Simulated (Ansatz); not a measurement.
The relaxed structure here is a generated cell of ZnCu: the first start was made by placing the elements on the sites of a structure type, and the end was not matched to a known phase here, so it may be hypothetical. Known forms of ZnCu include space group No. 221.

One stationary structure of ZnCu. Calculation: PBEsol (plane waves to 420 eV, PAW, scalar-relativistic; Ansatz, a quantum-chemistry and plane-wave program).

```xyz
2
Lattice="-1.2620 2.1477 2.4963 1.2620 -2.1477 2.4963 1.2620 2.1477 -2.4963" Properties=species:S:1:pos:R:3 pbc="T T T"
Cu     0.0000     0.0000     0.0000
Zn     0.0000     0.0000     2.4963
```

Find the space group and the Wyckoff positions (tolerance 0.01 Å).

Space group Immm (No. 71); a = 2.5241 Å, b = 4.2954 Å, c = 4.9926 Å, α = β = γ = 90.00°

```json
[
 {"atom": "Cu", "site": "2a", "symmetry": "mmm", "x": "0.0000", "y": "0.0000", "z": "0.0000"},
 {"atom": "Zn", "site": "2c", "symmetry": "mmm", "x": "0.0000", "y": "0.0000", "z": "0.5000"}
]
```

Give the shortest distances between elements (the closest pairs, up to four, under 3.6 Å).

Cu–Zn 2.49 Å; Cu–Cu 2.52 Å; Zn–Zn 2.52 Å.

- Volume per atom: 13.53 Å³
- Band gap: zero (metallic)

No spin polarisation in the result.

The run could not lower the symmetry of its start; a shaken copy of this end point relaxes with PBEsol to I4₁/amd (No. 141), 0.25 eV/atom lower.
